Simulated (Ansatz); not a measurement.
Method: DFT PBE, scalar-relativistic, plane waves, PAW in Ansatz. Settings: cutoff 420 eV, Γ-centred meshes spaced at most about 0.3 Å⁻¹, and about 0.25 Å⁻¹ or finer for metals (2π included), Gaussian smearing. No spin polarisation in the final relaxations.

All energies are static (0 K, no zero-point motion).

Two relaxed structures of Lu2Si3P:

A.

```
Lu Si P
1.0
     3.46203    0.00000    0.00000
    -1.73102    2.99821    0.00000
     0.00000    0.00000   11.31016
Lu Si P
2 3 1
Direct
  0.33333 0.66667 0.67443
  0.66667 0.33333 0.32557
  0.00000 0.00000 0.50000
  0.33333 0.66667 0.12989
  0.66667 0.33333 0.87011
  0.00000 0.00000 0.00000
```

B.

```
Lu Si P
1.0
     5.39279    0.00000    0.00000
     0.00000    5.39279    0.00000
     0.00000    0.00000    6.72882
Lu Si P
2 3 1
Direct
  0.00000 0.50000 0.50000
  0.50000 0.00000 0.50000
  0.00000 0.00000 0.16591
  0.00000 0.00000 0.83409
  0.00000 0.00000 0.50000
  0.50000 0.50000 0.50000
```

Task: Which is lower in energy, and by how much?

Result: A is lower, by 0.32 eV/atom. A has space group P-3m1 (No. 164), 19.6 Å³/atom and no gap on its mesh; B has space group P4/mmm (No. 123), 32.6 Å³/atom and no gap. Counting P or Si atoms around Lu (for each partner element, those within 1.25 times its shortest distance or 1.15 times the sum of covalent radii, where it is the nearest in units of that sum or under 1.3), A has Lu 6 and B has Lu 4. B holds Si–Si chains (shortest 2.23 Å); in A the shortest Si–Si distance is 3.46 Å. The denser one is the lower, and pressure would at first widen the difference. In A, Lu is surrounded by 3 Si at 2.81 Å, 3 Si at 2.98 Å and 6 Lu at 3.46 Å; Si on a site of symmetry -3m is surrounded by 6 Lu at 2.81 Å and 6 Si at 3.46 Å; around P lie 6 Si at 2.48 Å; 1 more site not described. In B, Lu is surrounded by 2 P at 2.70 Å and 2 Si at 2.70 Å; Si on a site of symmetry 4mm has 2 Si at 2.23–2.25 Å; P is surrounded by 4 Lu at 2.70 Å; 1 more site not described. Both come from invented guesses. A third cell relaxed alike, in P-6m2, lies 0.30 eV/atom below the lower of the two.

A magnetic state wasn't ruled out in cells without spin, among them P-3m1, P4/mmm. Cells relaxed within their symmetry can be saddle points.
